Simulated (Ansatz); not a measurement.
Ta (bcc (W type)), relaxed with r²SCAN+D4 (Ansatz, an electronic-structure program, plane waves, PAW): a = b = c = 3.3007 Å, α = β = γ = 90.00°.

- B₀ by P(V) fit (GPa) = 204
- K_Hill (GPa) = 204
- G_Hill (GPa) = 66.5
- Θ_D (K) = 255

### Question
The same phase is relaxed and computed with PBEsol in the same code. What are the cell and these values now?

### Answer
a = b = c = 3.281 Å, α = β = γ = 90.00°.

- B₀ by P(V) fit (GPa) = 210
- K_Hill (GPa) = 208
- G_Hill (GPa) = 68.0
- Θ_D (K) = 257

All cells were relaxed under the symmetry of their starts (and spin orders); stability against distortions was not tested throughout. Rows with no word on spin ran without spin polarisation. Spin–orbit coupling is left out wherever it is not named.

Potentials: the later of the program's two PAW sets.

Ansatz is a plane-wave DFT program.
